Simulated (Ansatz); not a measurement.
**Be: ab initio molecular dynamics**

The calculation used DFT PBEsol, scalar-relativistic, plane waves, PAW (Ansatz 0.2.0). Cutoff 420 eV, Γ-centred 3×3×3 k-points, Fermi–Dirac smearing of 0.05 eV. The mesh is coarse. No spin polarisation.

18 atoms, starting at 1.01 times the perfect crystal's volume (space group Im-3m, not the usual structure, the cell as given, not relaxed at this level); Langevin thermostat at 450 K (friction 0.05 fs⁻¹), fixed cell; 73 steps of 3 fs. The run is short and not equilibrated. The crystal has no gap, and so coarse a mesh can leave errors of tens of meV/atom and of a GPa or more. The time step is on the long side.

First frame:

```
Be
1.0
     0.00000   -2.51457   -5.02914
     5.02914    0.00000   -2.51457
     2.51457   -5.02914    0.00000
Be
18
Direct
  0.83333 0.83333 0.83333
  0.88889 0.22222 0.55556
  0.94444 0.61111 0.27778
  0.61111 0.27778 0.94444
  0.66667 0.66667 0.66667
  0.72222 0.05556 0.38889
  0.77778 0.44444 0.11111
  0.44444 0.11111 0.77778
  0.50000 0.50000 0.50000
  0.55556 0.88889 0.22222
  0.22222 0.55556 0.88889
  0.27778 0.94444 0.61111
  0.33333 0.33333 0.33333
  0.38889 0.72222 0.05556
  0.05556 0.38889 0.72222
  0.11111 0.77778 0.44444
  0.16667 0.16667 0.16667
  0.00000 0.00000 0.00000
```

- Mean temperature over the second half: 462 K
- Mean pressure over the second half (kinetic part included): 0.0 GPa
- Mean potential energy above the perfect crystal (as given, at volume ratio 1; besides heat the difference comes from the crystal's own pressure of -2.3 GPa; the free energy holds the electrons' entropy): 64 meV/atom
- Mean-square drift of Be from first to last step (mean shift of all atoms removed): 0.02 Å²

Pair distribution functions g(r), second half of the run, up to half the cell's height:

| r (Å) | Be-Be |
| --- | --- |
| 1.85 | 0.0 |
| 1.95 | 0.3 |
| 2.05 | 2.4 |
| 2.15 | 4.2 |
| 2.25 | 2.7 |
| 2.35 | 2.0 |

Along the run (potential energy from its first value; pressure with the kinetic part):

| t (fs) | T (K) | ΔE_pot (meV/atom) | P (GPa) |
| --- | --- | --- | --- |
| 0.0 | 425 | 0.0 | -2.7 |
| 6.0 | 327 | 14.8 | -2.3 |
| 12.0 | 307 | 41.4 | -1.2 |
| 18.0 | 462 | 46.1 | -0.7 |
| 24.0 | 477 | 41.4 | -0.8 |
| 30.0 | 305 | 48.9 | -0.7 |
| 36.0 | 295 | 50.6 | -0.7 |
| 42.0 | 427 | 44.7 | -0.8 |
| 48.0 | 445 | 43.6 | -0.8 |
| 54.0 | 440 | 49.3 | -0.4 |
| 60.0 | 388 | 58.0 | 0.0 |
| 66.0 | 441 | 63.9 | 0.2 |
| 72.0 | 474 | 60.5 | 0.1 |
| 78.0 | 448 | 53.6 | -0.2 |
| 84.0 | 538 | 53.7 | -0.1 |
| 90.0 | 464 | 66.9 | 0.2 |
| 96.0 | 427 | 62.1 | 0.0 |
| 102.0 | 590 | 48.2 | -0.2 |
| 108.0 | 546 | 48.8 | -0.2 |
| 114.0 | 465 | 61.1 | 0.1 |
| 120.0 | 327 | 72.5 | 0.2 |
| 126.0 | 311 | 69.1 | 0.1 |
| 132.0 | 509 | 62.8 | 0.2 |
| 138.0 | 405 | 67.0 | 0.2 |
| 144.0 | 573 | 70.6 | 0.6 |
| 150.0 | 624 | 77.4 | 1.0 |
| 156.0 | 669 | 79.9 | 1.1 |
| 162.0 | 565 | 68.7 | 0.4 |
| 168.0 | 426 | 59.6 | -0.3 |
| 174.0 | 489 | 59.9 | -0.1 |
| 180.0 | 462 | 59.6 | 0.0 |
| 186.0 | 459 | 60.8 | 0.0 |
| 192.0 | 412 | 59.2 | -0.1 |
| 198.0 | 369 | 54.1 | -0.5 |
| 204.0 | 483 | 45.0 | -0.8 |
| 210.0 | 440 | 45.1 | -0.8 |
| 216.0 | 352 | 54.4 | -0.5 |